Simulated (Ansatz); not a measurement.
Level of theory: DFT PBE, scalar-relativistic, plane waves, PAW in Ansatz 0.2.0. All cells share a 420 eV cutoff and Γ-centred k meshes spaced at most about 0.3 Å⁻¹ (about 0.25 or finer for metals, 2π included). No spin polarisation in the final relaxations.

Temperature and zero-point effects are left out.

Two relaxed structures of CdHg2S3:

A.

```
CELL_PARAMETERS angstrom
-2.11215 2.11215 8.94124
2.11215 -2.11215 8.94124
2.11215 2.11215 -8.94124
ATOMIC_POSITIONS crystal
Cd 0.00000 0.00000 0.00000
Hg 0.66594 0.66594 0.00000
Hg 0.33406 0.33406 0.00000
S 0.58175 0.08175 0.50000
S 0.25000 0.75000 0.50000
S 0.91825 0.41825 0.50000
```

B.

```
CELL_PARAMETERS angstrom
4.22506 0.00000 0.00000
-2.11253 3.65901 0.00000
0.00000 0.00000 20.65211
ATOMIC_POSITIONS crystal
Cd 0.66667 0.33333 0.83260
Cd 0.33333 0.66667 0.33260
Hg 0.66667 0.33333 0.16728
Hg 0.66667 0.33333 0.49934
Hg 0.33333 0.66667 0.99934
Hg 0.33333 0.66667 0.66728
S 0.66667 0.33333 0.29314
S 0.66667 0.33333 0.62514
S 0.66667 0.33333 0.95749
S 0.33333 0.66667 0.12514
S 0.33333 0.66667 0.45749
S 0.33333 0.66667 0.79314
```

Question: Which would you expect to be lower, and how large is the difference?

Answer: They are level within the accuracy (1 meV/atom apart, with A the lower in these runs). A has Cd and Hg ordered on zinc blende sites, space group I-4m2 (No. 119), 26.6 Å³/atom and no gap on its mesh; B has Cd and Hg ordered on wurtzite sites, space group P6_3mc (No. 186), 26.6 Å³/atom and no gap. In A, Cd is surrounded by 4 S at 2.57 Å; Hg is surrounded by 4 S at 2.59 Å; S on a site of symmetry 2mm has 2 Cd at 2.57 Å and 2 Hg at 2.59 Å; 1 more site not described. In B, Cd is surrounded by 4 S at 2.57–2.58 Å; Hg on its first site has 4 S at 2.59–2.60 Å; S on its first site has 3 Cd at 2.57 Å and 1 Hg at 2.60 Å; 3 more sites not described. Both come from invented guesses.

These runs have no spin–orbit coupling, which can matter for Hg. Cells relaxed within their symmetry can be saddle points.
